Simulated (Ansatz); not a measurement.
Q: Name crystals whose computed values (LDA in the plane-wave PAW code Ansatz) fall in these windows: B₀ by P(V) fit (GPa) 180 to 230; G_Hill (GPa) 140 to 190; highest Γ mode, no LO–TO term (cm⁻¹) 210 to 280.

A: 

| crystal | B₀ by P(V) fit (GPa) | G_Hill (GPa) | highest Γ mode, no LO–TO term (cm⁻¹) |
|---|---|---|---|
| LuN, rock salt | 198 | 162 | 252 |
Others may fit too.

Standing as an ambient phase not checked: LuN, rock salt. The cell was relaxed under the symmetry of its start. Spin–orbit coupling is left out wherever it is not named.

Potentials: the later of the program's two PAW sets.
